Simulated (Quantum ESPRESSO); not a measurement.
pw.x input (Quantum ESPRESSO 7.5; PBEsol, PseudoDojo standard norm-conserving files, scalar-relativistic):

```
&CONTROL
  calculation = 'scf'
  pseudo_dir = './pseudo'
  outdir = './out'
  tprnfor = .true.
  tstress = .true.
/
&SYSTEM
  ibrav = 0
  nat = 4
  ntyp = 1
  ecutwfc = 44.0
  ecutrho = 176.0
  occupations = 'smearing'
  smearing = 'fd'
  degauss = 0.002
  nbnd = 14
  assume_isolated = '2D'
/
&ELECTRONS
  conv_thr = 4e-10
/
ATOMIC_SPECIES
P 30.9738 P.upf
CELL_PARAMETERS angstrom
  4.412883264000   0.000000000000   0.000000000000
  0.000000000000   3.296845139000   0.000000000000
  0.000000000000   0.000000000000  15.100000000000
ATOMIC_POSITIONS crystal
P   0.989547688500   0.000000000000  -0.069948682300
P   0.326152311500   0.500000000000  -0.069948682300
P   0.826152311500   0.000000000000   0.069948682300
P   0.489547688500   0.500000000000   0.069948682300
K_POINTS automatic
6 8 1 0 0 0
```

End of the output:

```
     total energy              =     -55.35278434 Ry
     estimated scf accuracy    <       0.00000011 Ry
     total energy              =     -55.35278439 Ry
     estimated scf accuracy    <       0.00000002 Ry
     total energy              =     -55.35278440 Ry
     estimated scf accuracy    <          5.4E-10 Ry
[...]
     the Fermi energy is    -4.5586 ev
!    total energy              =     -55.35278440 Ry
     estimated scf accuracy    <          2.8E-10 Ry
     smearing contrib. (-TS)   =      -0.00000000 Ry
     internal energy E=F+TS    =     -55.35278439 Ry
     The total energy is F=E-TS. E is the sum of the following terms:
     one-electron contribution =    -428.01177621 Ry
     hartree contribution      =     214.65851054 Ry
     xc contribution           =     -16.25087394 Ry
     ewald contribution        =     174.25135522 Ry
     convergence has been achieved in   9 iterations
     Forces acting on atoms (cartesian axes, Ry/au):
     atom    1 type  1   force =     0.00101488    0.00000000   -0.00125240
     atom    2 type  1   force =    -0.00101488    0.00000000   -0.00125244
     atom    3 type  1   force =    -0.00101488    0.00000000    0.00125244
     atom    4 type  1   force =     0.00101488   -0.00000000    0.00125240
     Total force =     0.003224     Total SCF correction =     0.000043
```
In a gapped system the printed Fermi energy is only some level inside the gap.

Geometry relaxed with PBEsol.
